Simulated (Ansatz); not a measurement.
Input and command of a calculation in Ansatz (plane waves; scalar-relativistic PAW potentials unless the input names others):

```yaml
crystal:
  lattice:
    - [-3.1393228966, 3.1393228966, 3.1393228966]
    - [3.1393228966, -3.1393228966, 3.1393228966]
    - [3.1393228966, 3.1393228966, -3.1393228966]
  atoms:
    - { symbol: S, position: [0.0, 0.0, 0.0] }
    - { symbol: F, position: [0.7480465766, 0.7480465766, 0.0] }
    - { symbol: F, position: [0.2519534234, 0.2519534234, 0.0] }
    - { symbol: F, position: [0.0, 0.2519534234, 0.2519534234] }
    - { symbol: F, position: [0.0, 0.7480465766, 0.7480465766] }
    - { symbol: F, position: [0.7480465766, 0.0, 0.7480465766] }
    - { symbol: F, position: [0.2519534234, 0.0, 0.2519534234] }
basis:
  ecutwfc: "300 eV"
  xc_grid: 2
kpoints:
  mp_grid: { grid: [6, 6, 6] }
hamiltonian:
  xc: pbesol
scf:
  occupations: { method: gaussian, width: 0.02 }
output:
  forces: true
  eigenvalues: true
  stress: true
```

```bash
ansatz run input.yaml --threads 4 --pin off --max-ram 9216MiB --backend cpu --events-out ev --progress --plain --runs-dir out
```

Abridged log:
```
Warning: basis.ecutwfc = 300 eV is below the records' recommended 420 eV, and the density's cutoff is lower with it unless basis.ecutrho_ratio is high enough to keep the records' density cutoff: compare with a run at a higher cutoff
Basis set: ecut = 300 eV, 1481 PW (Γ), exchange–correlation on 64×64×64 points (8 copies of the dense FFT grid, shifted against one another)
Bands: 31, of which v1, the nominal top of the filled ones, is band 24 counted from 1 (23 counted from 0)
Symmetry: 48 space group operations
k-points: 16 of 216
SCF iter   1: F=—  HF=-5679.933163 eV  |F-HF|=—  |Δ(HF+E_count)|=         —  Δρ=3.47e-2  dr2=4.15e-1  ethr=1.77e-3  ⟨swp⟩=6.2  Hψ=2399  notcnv=0  defer=1
SCF iter   2: F=—  HF=-5679.794268 eV  |F-HF|=—  |Δ(HF+E_count)|=   1.39e-1  Δρ=9.45e-3  dr2=3.29e-2  ethr=8.65e-4  ⟨swp⟩=2.0  Hψ=1025  notcnv=0  defer=31
SCF iter   3: F=—  HF=-5679.795176 eV  |F-HF|=—  |Δ(HF+E_count)|=   9.09e-4  Δρ=4.63e-3  dr2=4.60e-3  ethr=6.86e-5  ⟨swp⟩=2.8  Hψ=753  notcnv=0  defer=15
automatic band count: iteration 3 solves 30 bands in place of 31: the levels show a gap, and the empty bands left out lie too high to hold charge; the band table lists the bands solved (type scf.n_extra_bands for more)
SCF iter   4: F=—  HF=-5679.796631 eV  |F-HF|=—  |Δ(HF+E_count)|=   1.45e-3  Δρ=5.82e-4  dr2=1.57e-4  ethr=9.59e-6  ⟨swp⟩=3.0  Hψ=930  notcnv=0  defer=15
SCF iter   5: F=—  HF=-5679.796659 eV  |F-HF|=—  |Δ(HF+E_count)|=   2.74e-5  Δρ=5.65e-5  dr2=3.68e-6  ethr=3.26e-7  ⟨swp⟩=2.2  Hψ=711  notcnv=0  defer=15
SCF iter   6: F=—  HF=-5679.796476 eV  |F-HF|=—  |Δ(HF+E_count)|=   1.82e-4  Δρ=7.58e-6  dr2=6.80e-8  ethr=2.08e-10  ⟨swp⟩=7.0  Hψ=2582  notcnv=0
SCF iter   7: F=-5679.796477 eV  HF=-5679.796477 eV  |F-HF|=5.94e-9  |Δ(HF+E_count)|=   1.59e-7  Δρ=1.09e-6  dr2=1.61e-9  ethr=1.42e-10  ⟨swp⟩=2.8  Hψ=1756  notcnv=0
SCF 1 converged in 7 iterations: F = -5679.796477 eV  dr2 = 1.61e-9
SCF converged after 7 iterations
Free energy (F): -5679.796477 eV
Harris-Foulkes:  -5679.796477 eV  (|F-HF|=5.94e-9)
Internal energy: -5679.796477 eV  (E = F + TS)
E sigma→0 (E₀):  -5679.796477 eV
Fermi energy:    -0.627532 eV
--- Forces (eV/Å), atoms counted from 1 ---
  atom   1  S      0.00000000     0.00000000     0.00000000
  atom   2  F      0.00000000     0.00000000    -0.18612096
  atom   3  F      0.00000000     0.00000000     0.18612096
  atom   4  F      0.18612096     0.00000000     0.00000000
  atom   5  F     -0.18612096     0.00000000     0.00000000
  atom   6  F      0.00000000    -0.18612096     0.00000000
  atom   7  F      0.00000000     0.18612096     0.00000000
--- Stress (GPa, compression-positive) ---
        0.614412       0.000000       0.000000
        0.000000       0.614412       0.000000
        0.000000       0.000000       0.614412
  P = ⅓ Tr σ = 0.6144 GPa (6.144 kbar)
```

Apart from outputs, empty bands and the relaxation, which only the reference makes, the input differs from a reference run on usual settings in basis.ecutwfc: 420 → "300 eV"; basis.xc_grid: not typed → 2. The reference, at the same geometry, ended its own course with pressure 0.03 GPa, largest force 0.000 eV/Å, gap on the mesh 6.43 eV. This run converged in 7 SCF iterations with an energy at zero smearing 581 meV/atom above the reference's, pressure 0.61 GPa, largest force 0.186 eV/Å, gap on the mesh 6.41 eV. Its cutoff is looser than usual, and the result moved.

Time: 0.88 s on 4 threads of Arm Neoverse V1 (shared host), peak memory 0.34 GiB.